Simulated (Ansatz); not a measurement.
Relaxed-ion elastic tensor of Na (bcc (W type), space group No. 229) in GPa (Voigt order), LDA in the plane-wave PAW code Ansatz; density 1.15 g/cm³, 33.29 Å³ per atom.

```
10.2   8.6   8.6   0.0   0.0   0.0
 8.6  10.2   8.6   0.0   0.0   0.0
 8.6   8.6  10.2   0.0   0.0   0.0
 0.0   0.0   0.0   7.0   0.0   0.0
 0.0   0.0   0.0   0.0   7.0   0.0
 0.0   0.0   0.0   0.0   0.0   7.0
```

Problem. Is the crystal mechanically stable?

Solution. Yes: the smallest eigenvalue of C is 1.6 GPa.

Problem. Work out the Voigt, Reuss and Hill averages.

Solution. K_V = 9.1, K_R = 9.1, K_H = 9.1; G_V = 4.5, G_R = 1.7, G_H = 3.1 GPa.

Problem. Give Young's modulus, Poisson's ratio, Pugh's ratio and the universal anisotropy index.

Solution. E = 9KG/(3K + G) = 8.4 GPa; ν = 0.35; K/G = 2.94 (ductile by the Pugh limit of 1.75); A_U = 5G_V/G_R + K_V/K_R − 6 = 8.23.

Problem. Estimate the sound speeds and the Debye temperature.

Solution. v_l = √((K + 4G/3)/ρ) = 3400 m/s, v_t = √(G/ρ) = 1650 m/s, mean 1850 m/s; Θ = (h/k)(3n/4πV)^(1/3) v_m = 171 K.

Problem. Give the Zener ratio and Young's modulus along [100], [110] and [111].

Solution. A = 2C44/(C11 − C12) = 8.74; 1/E = S11 − 2(S11 − S12 − S44/2)Γ with Γ = 0, 1/4, 1/3 gives 2.3, 6.6, 16.7 GPa.

Problem. Solve the Christoffel equation for the three sound speeds along [100], [110], [111].

Solution. Eigenvalues of C_ijkl n_j n_l equal ρv². In km/s, slowest first: [100] 2.47, 2.47, 2.98; [110] 0.83, 2.47, 3.78; [111] 1.58, 1.58, 4.01.

Space group Im-3m (bcc (W type)). Symmetry was held in the LDA relaxation. As this level gives no gap, shear constants depend on the k-mesh and smearing (Fermi–Dirac, 0.1 eV here).

Potentials: the earlier of the program's two PAW sets. The files were generated under PBE; for other functionals the program regenerates the frozen cores, and for LDA and PBEsol the local potential too.
